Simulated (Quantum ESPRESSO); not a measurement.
## In2Ta3Pt2Ru (input and log of a self-consistent run)

A calculation, not a measurement. The program is pw.x of Quantum ESPRESSO 7.5 (plane-wave density functional theory). The cell is made up: eight metal atoms on a hexagonal close-packed lattice, with elements, volume, strain and displacements drawn at random and not relaxed, so it may be unstable or far from any real phase. PseudoDojo standard norm-conserving files set the functional (PBE unless stated); there is no spin polarisation or spin-orbit coupling, the Fermi-Dirac width of 0.25 eV means electrons at about 2900 K, and the masses in the input are unused placeholders. Heavy elements are run without spin-orbit coupling, which real alloys of them have. A spin test at this wide smearing found no moment, but such smearing suppresses magnetism that the real alloy may have.

Input:

```
&control calculation='scf', pseudo_dir='./dojo.nc.sr.pbe.v0_5.standard.upf', outdir='./o', disk_io='minimal', tprnfor=.true., tstress=.true. /
&system ibrav=0, nat=8, ntyp=4, nbnd=75, ecutwfc=84.00895049, nosym=.true., tot_charge=0,
 occupations='smearing', smearing='fd', degauss=0.0183746611
/
&electrons conv_thr=1.470e-08, electron_maxstep=70, mixing_beta=0.5 /
ATOMIC_SPECIES
In 1.0 In.upf
Pt 1.0 Pt.upf
Ru 1.0 Ru.upf
Ta 1.0 Ta.upf
CELL_PARAMETERS angstrom
-2.9577 -0.0491 0.0329
0.0849 5.063 -0.0167
1.5406 -2.4765 -9.1009
ATOMIC_POSITIONS angstrom
In -0.0493 -0.0312 -0.1229
Ta 0.1526 1.716 -2.2771
Ta -0.1093 -0.0451 -4.5316
In 0.1576 1.6261 -6.9264
Pt -1.2543 2.5156 0.0151
Pt -1.4052 4.1918 -2.2845
Ta -1.3373 2.3895 -4.6385
Ru -1.4481 -0.8288 -6.7163
K_POINTS automatic
8 5 3 1 1 1
```

The log is shortened where brackets say so; the opening notice, blank lines, dates and the lines on written files are dropped, and the path of the files is cut. It prints rydbergs, bohrs and kilobars, and counts compression as positive stress. Its total energy is the free energy E - TS of the whole cell.

```
     Program PWSCF v.7.5
     Parallel version (MPI & OpenMP), running on       4 processor cores
     Number of MPI processes:                 4
     Threads/MPI process:                     1
     [start-up lines left out]
     bravais-lattice index     =            0
     lattice parameter (alat)  =       5.5904  a.u.
     unit-cell volume          =     918.4928 (a.u.)^3
     number of atoms/cell      =            8
     number of atomic types    =            4
     number of electrons       =       117.00
     number of Kohn-Sham states=           75
     kinetic-energy cutoff     =      84.0090  Ry
     charge density cutoff     =     336.0358  Ry
     scf convergence threshold =      1.5E-08
     mixing beta               =       0.5000
     number of iterations used =            8  plain     mixing
     Exchange-correlation= PBE
                           (   1   4   3   4   0   0   0)
     [axes and pseudopotential details left out]
   Cartesian axes
     site n.     atom                  positions (alat units)
         1        In     tau(   1) = (  -0.0166650  -0.0105466  -0.0415443  )
         2        Ta     tau(   2) = (   0.0515838   0.5800647  -0.7697351  )
         3        Ta     tau(   3) = (  -0.0369470  -0.0152453  -1.5318306  )
         4        In     tau(   4) = (   0.0532740   0.5496756  -2.3413522  )
         5        Pt     tau(   5) = (  -0.4239949   0.8503560   0.0051043  )
         6        Pt     tau(   6) = (  -0.4750041   1.4169670  -0.7722365  )
         7        Ta     tau(   7) = (  -0.4520516   0.8077300  -1.5679664  )
         8        Ru     tau(   8) = (  -0.4895057  -0.2801618  -2.2703315  )
     number of k points=    60  Fermi-Dirac smearing, width (Ry)=  0.0184
                       cart. coord. in units 2pi/alat
        k(    1) = (  -0.0643991   0.0592417  -0.0811979), wk =   0.0333333
        k(    2) = (  -0.0619974   0.0599169   0.1357281), wk =   0.0333333
     [further k points left out]
     Dense  grid:    95609 G-vectors     FFT dimensions: (  36,  60, 108)
     Estimated max dynamical RAM per process >     392.28 MB
     Estimated total dynamical RAM >       1.46 GB
     Initial potential from superposition of free atoms
     starting charge     116.9884, renormalised to     117.0000
     Starting wfcs are   78 randomized atomic wfcs
     total cpu time spent up to now is        6.1 secs
     per-process dynamical memory:   309.3 Mb
     Self-consistent Calculation
     iteration #  1     ecut=    84.01 Ry     beta= 0.50
     Davidson diagonalization with overlap
     ethr =  1.00E-02,  avg # of iterations =  4.4
     total cpu time spent up to now is       22.0 secs
     total energy              =   -1378.50458039 Ry
     estimated scf accuracy    <       4.01183537 Ry
     iteration #  2     ecut=    84.01 Ry     beta= 0.50
     Davidson diagonalization with overlap
     ethr =  3.43E-03,  avg # of iterations =  4.5
     total cpu time spent up to now is       41.4 secs
     total energy              =   -1376.66078574 Ry
     estimated scf accuracy    <      72.33702535 Ry
     iteration #  3     ecut=    84.01 Ry     beta= 0.50
     Davidson diagonalization with overlap
     ethr =  3.43E-03,  avg # of iterations =  5.6
     total cpu time spent up to now is       62.3 secs
     total energy              =   -1380.86632912 Ry
     estimated scf accuracy    <       1.53342868 Ry
     iteration #  4     ecut=    84.01 Ry     beta= 0.50
     Davidson diagonalization with overlap
     ethr =  1.31E-03,  avg # of iterations =  2.0
     total cpu time spent up to now is       77.3 secs
     total energy              =   -1380.92977903 Ry
     estimated scf accuracy    <       1.62040546 Ry
     iteration #  5     ecut=    84.01 Ry     beta= 0.50
     Davidson diagonalization with overlap
     ethr =  1.31E-03,  avg # of iterations =  1.1
     total cpu time spent up to now is       90.9 secs
     total energy              =   -1380.98767378 Ry
     estimated scf accuracy    <       0.33515215 Ry
     [iterations 6 to 13 left out]
     iteration # 14     ecut=    84.01 Ry     beta= 0.50
     Davidson diagonalization with overlap
     ethr =  5.48E-09,  avg # of iterations =  1.9
     total cpu time spent up to now is      229.2 secs
     total energy              =   -1381.01675090 Ry
     estimated scf accuracy    <       0.00000051 Ry
     iteration # 15     ecut=    84.01 Ry     beta= 0.50
     Davidson diagonalization with overlap
     ethr =  4.38E-10,  avg # of iterations =  4.6
     total cpu time spent up to now is      248.0 secs
     total energy              =   -1381.01675076 Ry
     estimated scf accuracy    <       0.00000711 Ry
     iteration # 16     ecut=    84.01 Ry     beta= 0.50
     Davidson diagonalization with overlap
     ethr =  4.38E-10,  avg # of iterations =  2.0
     total cpu time spent up to now is      264.5 secs
     total energy              =   -1381.01675108 Ry
     estimated scf accuracy    <       0.00000006 Ry
     iteration # 17     ecut=    84.01 Ry     beta= 0.50
     Davidson diagonalization with overlap
     ethr =  5.29E-11,  avg # of iterations =  2.0
     total cpu time spent up to now is      281.3 secs
     total energy              =   -1381.01675108 Ry
     estimated scf accuracy    <       0.00000005 Ry
     iteration # 18     ecut=    84.01 Ry     beta= 0.50
     Davidson diagonalization with overlap
     ethr =  4.06E-11,  avg # of iterations =  1.0
     total cpu time spent up to now is      295.9 secs
     End of self-consistent calculation
     [lines on levels left out]
!    total energy              =   -1381.01675109 Ry
     estimated scf accuracy    <          2.6E-09 Ry
     smearing contrib. (-TS)   =      -0.09994561 Ry
     internal energy E=F+TS    =   -1380.91680547 Ry
     The total energy is F=E-TS. E is the sum of the following terms:
     one-electron contribution =    -280.94929555 Ry
     hartree contribution      =     219.33965585 Ry
     xc contribution           =    -298.67212340 Ry
     ewald contribution        =   -1020.63504236 Ry
     convergence has been achieved in  18 iterations
     Forces acting on atoms (cartesian axes, Ry/au):
     atom    1 type  1   force =     0.00672616    0.00559604    0.02458576
     atom    2 type  4   force =     0.01404207    0.03874198   -0.00587544
     atom    3 type  4   force =     0.01179792   -0.02961302   -0.00796251
     atom    4 type  1   force =    -0.01257155    0.01104530    0.00826325
     atom    5 type  2   force =    -0.01717691   -0.01912151   -0.02624458
     atom    6 type  2   force =    -0.00211268   -0.00995542   -0.04369974
     atom    7 type  4   force =    -0.02327448    0.04706201    0.02979077
     atom    8 type  3   force =     0.02256946   -0.04375537    0.02114250
     Total force =     0.117129     Total SCF correction =     0.000282
     Computing stress (Cartesian axis) and pressure
          total   stress  (Ry/bohr**3)                   (kbar)     P=       99.80
   0.00049428   0.00001811   0.00011046           72.71        2.66       16.25
   0.00001811   0.00036156  -0.00011018            2.66       53.19      -16.21
   0.00011046  -0.00011018   0.00117939           16.25      -16.21      173.49
     init_run     :      5.65s CPU      5.92s WALL (       1 calls)
     electrons    :    284.20s CPU    289.88s WALL (       1 calls)
     forces       :      3.02s CPU      3.04s WALL (       1 calls)
     stress       :     10.35s CPU     10.56s WALL (       1 calls)
     [timing details left out]
     PWSCF        :   5m 3.35s CPU   5m 9.56s WALL
     JOB DONE.
```

In other units: free energy -18789.690 eV for the cell, pressure 9.98 GPa, largest force component 1.210 eV/Å in size. The run took 311 s of wall time with four MPI processes on a shared machine (Intel Xeon, 2023 or later, virtual cores), so the time is rough. A rerun of this cell at a higher cutoff and on a denser mesh moved values by no more than 0.004 eV in energy, 0.02 GPa in stress and 0.007 eV/Å in force, and a second program with other atomic files agreed on that cell to 2 % rms in force and 0.5 GPa in pressure.